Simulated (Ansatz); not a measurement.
MgO (rock salt)

```yaml
crystal:
  lattice:
    - [0.00000, 4.20438, 4.20438]
    - [2.10219, 0.00000, 2.10219]
    - [2.10219, 2.10219, 0.00000]
  atoms:
    - { symbol: O, position: [0.00000, 0.00000, 0.00000] }
    - { symbol: O, position: [0.50000, 0.00000, 0.00000] }
    - { symbol: Mg, position: [0.25000, 0.50000, 0.50000] }
    - { symbol: Mg, position: [0.75000, 0.50000, 0.50000] }
```

Two-dimensional scan of atom 1 (O, nearest neighbour Mg at 2.102 Å; its periodic images, 3.0 Å or more away, move with it): u runs along (1.000, 0.000, 0.000), v along (0.000, 1.000, 0.000) (Cartesian). Cell and other atoms are fixed.

Method: r2SCAN (plane waves to 500 eV, PAW, scalar-relativistic; Ansatz, a first-principles code). k mesh 11×11×11 (Γ-centred), Fermi-Dirac smearing 0.05 eV. The energy includes the smearing's −TS. Points where atoms come too close for the PAW data are left out (x in tables, blank in figures). MgO was relaxed with its symmetry unable to fall. ΔE is measured from the undisplaced structure. Axes are in Å.

### Question
What ΔE (eV/cell) does the calculation give at all points of the grid u = -0.690, -0.460, -0.230, 0.000, 0.230, 0.460, 0.690 by v = -0.690, -0.460, -0.230, 0.000, 0.230, 0.460, 0.690?

### Answer
ΔE (eV/cell), with u across and v down:

```
v \ u   -0.690  -0.460  -0.230  0.000  0.230  0.460  0.690
------  ------  ------  ------  -----  -----  -----  -----
-0.690   3.898       x       x      x      x      x  6.398
-0.460       x   1.670   1.291  1.413  1.742  2.617      x
-0.230       x   1.291   0.378  0.259  0.594  1.742      x
0.000        x   1.413   0.259  0.000  0.259  1.413      x
0.230        x   1.742   0.594  0.259  0.378  1.291      x
0.460        x   2.617   1.742  1.413  1.291  1.670      x
0.690    6.398       x       x      x      x      x  3.898
```

(For displaced atoms, the force is minus the slope of the energy, and its curvature is a force constant, which sets phonon frequencies.)
